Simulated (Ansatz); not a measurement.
Relaxing a structure of Ta

The start is a generated trial cell of Ta in the AFLOW prototype A_tI2_139_a (A_a). The cell and all atomic positions are relaxed at zero pressure with r2SCAN (plane waves to 500 eV, PAW, scalar-relativistic; Ansatz, an electronic-structure program). First-step values are on the input's coarse k-mesh.

Ansatz input (later rounds restart from its end on a renewed k-mesh):
Ansatz 0.2 input:
```yaml
crystal:
  lattice:
    - [-1.7656728, 1.7656728, 1.4540307]
    - [1.7656728, -1.7656728, 1.4540307]
    - [1.7656728, 1.7656728, -1.4540307]
  atoms:
    - { symbol: Ta, position: [0, 0, 0] }
basis: { ecutwfc: 500, ecutrho_ratio: 4, xc_grid: 4, fft_grid_basis: typed }
kpoints: { mp_grid: { grid: [14, 14, 14] } }
hamiltonian:
  xc: r2scan
  dispersion: none
  pseudopotentials: { azcp: { folder: ./paw }, kind: paw }
scf: { occupations: { method: fermi_dirac, width: 0.05 } }
relax: { f_tol: 0.01, max_steps: 100, cell: { stress_tol: 0.02 } }
output: { forces: true, stress: true }
```

What symmetry does the relaxed structure have?

The space group goes from I4/mmm (No. 139) to Im-3m (No. 229); the end is bcc (W type), with 1 atom in the primitive cell.

How much energy is released per atom?

0.12 eV/atom.

How do the shortest distances between atoms change?

The closest pairs of elements (up to four, under 3.6 Å), start → end: Ta–Ta 2.89 → 2.86 Å.

Write out the relaxed structure.


```cif
data_Ta2
_chemical_formula_sum 'Ta2'
_space_group_name_H-M_alt 'Im-3m'
_space_group_IT_number 229
_space_group_name_Hall '-I 4 2 3'
_cell_length_a 3.30510
_cell_length_b 3.30510
_cell_length_c 3.30510
_cell_angle_alpha 90.000
_cell_angle_beta 90.000
_cell_angle_gamma 90.000
loop_
_atom_site_label
_atom_site_type_symbol
_atom_site_symmetry_multiplicity
_atom_site_Wyckoff_symbol
_atom_site_fract_x
_atom_site_fract_y
_atom_site_fract_z
_atom_site_occupancy
Ta1 Ta 2 a 0.00000 0.00000 0.00000 1
```
(The calculation used a cell of 1 atom; values per cell refer to that cell.)

Final values are on a 20×20×20 k-mesh of the relaxed cell. No spin polarisation in the result.

The run could not lose the symmetry of its start.
